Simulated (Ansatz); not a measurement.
The relaxed structure here is a generated cell of V2Ge: the first start was made by placing the elements on the sites of a structure type, and the end was not matched to a known phase here, so it may be hypothetical.

The start is a generated cell, V2Ge placed in the Ni2In structure type. The structure is fully relaxed (lattice and positions, P = 0) with r2SCAN (plane waves to 500 eV, PAW, scalar-relativistic; Ansatz, a program for electronic structure). The first steps use a coarse 7×7×5 k-mesh.

Starting cell:
```
CELL_PARAMETERS angstrom
      4.03685     0.00000     0.00000
     -2.01843     3.49602     0.00000
      0.00000     0.00000     4.94625
ATOMIC_POSITIONS crystal
  Ge 0.33333 0.66667 0.25000
  Ge 0.66667 0.33333 0.75000
  V  0.00000 0.00000 0.00000
  V  0.00000 0.00000 0.50000
  V  0.33333 0.66667 0.75000
  V  0.66667 0.33333 0.25000
```
Spin-polarised start, with parallel moments on V.

Problem. How do the shortest distances between atoms change?

Solution. The closest pairs of elements (up to four, under 3.6 Å), start → end: Ge–V 2.33 → 2.49 Å; V–V 2.47 → 2.57 Å; Ge–Ge 3.40 → 3.58 Å.

Problem. What magnetic moments remain?

Solution. Net 0.33 μB/atom, ferrimagnetic.

The space group stays P6₃/mmc (No. 194) (the run could not lower it); the end is AFLOW prototype AB2_hP6_194_c_ad (B8_2, as in InNi2), with 6 atoms in the primitive magnetic cell. Final values are on a 13×13×9 k-mesh of the relaxed cell. Spin state reached: ferrimagnetic (net 0.33 μB/atom), from parallel starting moments; other spin orders were not run from this start.

The run could not lose the symmetry of its start, so the end can be a saddle point.

All atoms sit on sites fixed by symmetry, so only the cell could relax.
